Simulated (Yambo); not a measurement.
PbBrF (space group P4/nmm, No. 129), G0W0@PBEsol in Yambo with this input:

```
rim_cut
gw0
dyson
el_el_corr
HF_and_locXC
ppa
em1d
RandQpts= 1000000
RandGvec= 1 Ry
EXXRLvcs= 84 Ry
VXCRLvcs= 336 Ry
Chimod= "HARTREE"
% BndsRnXp
 1 | 298 |
%
NGsBlkXp= 6 Ry
% LongDrXp
 1.0 | 1.0 | 1.0 |
%
PPAPntXp= 27.2114 eV
% GbndRnge
 1 | 298 |
%
GTermKind= "BG"
DysSolver= "n"
ExtendOut
```

On a 2×2×2 mesh, with wavefunctions cut at 84 Ry, the gap (Z → Z) is 3.185 eV and the valence edge shifts by -0.764 eV.

### Question
What happens with this change: pole fitted at 55 eV?

### Answer
The gap rises by 0.049 eV, to 3.234 eV; the shift of the valence edge becomes -0.845 eV. Neither run is shown to be the converged limit.

The standard potential for Pb keeps a d shell in the valence without the s and p states of that shell. In tests on such compounds this moved G0W0 gaps by up to about 0.9 eV, so absolute quasiparticle energies here are unreliable; differences between settings are what counts.

Spin-orbit coupling is included.

Geometry of the Materials Project entry, not relaxed at this level; primitive cell a = 4.185 Å, b = 4.185 Å, c = 7.662 Å, α = 90.00°, β = 90.00°, γ = 90.00°.

A shift is the quasiparticle energy of the state minus its PBEsol energy.
